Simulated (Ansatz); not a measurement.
**MgPtC2N2: rattling a relaxed structure**

It was reached by relaxing an invented guess, and it needn't be the stable form of this composition.

The calculation used DFT PBE, scalar-relativistic, plane waves, PAW in Ansatz 0.2.0. Plane waves to 420 eV, a k mesh through Γ of 14×14×6 on the computed 6-atom cell and Gaussian smearing (0.10 eV); no spin polarisation.

The cell below (6 atoms, space group R-3m (No. 166) when read loosely, C2/m at 0.01 Å) is relaxed within its symmetry.

```
CELL_PARAMETERS angstrom
2.74110 -1.58671 -0.00290
2.74110 1.58671 -0.00290
-1.81096 0.00000 8.60223
ATOMIC_POSITIONS crystal
Mg 0.50000 0.50000 0.50000
Pt 0.00000 0.00000 0.00000
C 0.07393 0.07393 0.22155
C 0.92607 0.92607 0.77845
N 0.12081 0.12081 0.36224
N 0.87919 0.87919 0.63776
```

For the test a repeat of it with 12 atoms (edges 3.17, 5.49, 8.79 Å) was strained at random (σ = 1.5 % a component), the atoms were moved at random (σ = 0.05 Å), and all was relaxed again on a coarse 8×4×4 mesh (in the run’s order of axes) with 0.20 eV smearing, with no symmetry imposed.

These runs have no spin–orbit coupling, which can matter for Pt.

**Question.** Is the structure stable against such a distortion?

**Answer.** It returns, within 1 meV/atom of the unmoved cell on that mesh and with the same symmetry when read at 0.1 Å (P-1 at 0.01 Å, so small strains and shifts remain). So it is stable against the distortions that fit this cell and that this random move excites. Modes that don't fit the cell aren't tested.
